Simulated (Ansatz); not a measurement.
Cu$_{3}$Au (Cu3Au type, Pm-3m) under volume change, the program Ansatz at the PBE level (PAW), scaled uniformly.

| V (Å³/atom) | E − E(relaxed) (meV/atom) | P (GPa) |
|---|---|---|
| 12.295 | 59.0 | 17.14 |
| 12.701 | … | … |
| 13.106 | 5.7 | 4.67 |
| 13.511 | 0.0 | 0.00 |
| 13.917 | 5.0 | -3.85 |
| 14.322 | … | … |
| 14.728 | 40.2 | -9.67 |

Q: Complete the blanks.

A: 
- 12.701, E − E(relaxed) (meV/atom): 24.5
- 12.701, P (GPa): 10.32
- 14.322, E − E(relaxed) (meV/atom): 18.9
- 14.322, P (GPa): -7.04

Q: What does a third-order Birch–Murnaghan fit give for V₀, B₀ and B′?

A: V₀ = 13.51 Å³/atom, B₀ = 141 GPa, B′ = 5.3.

The cell was relaxed with PBE under the symmetry of its start; of distortions, only those at the zone centre were tested. The run is not spin-polarised. Scalar-relativistic: spin–orbit coupling is off unless named, which matters more the heavier the elements.

Potentials: the later of the program's two PAW sets.
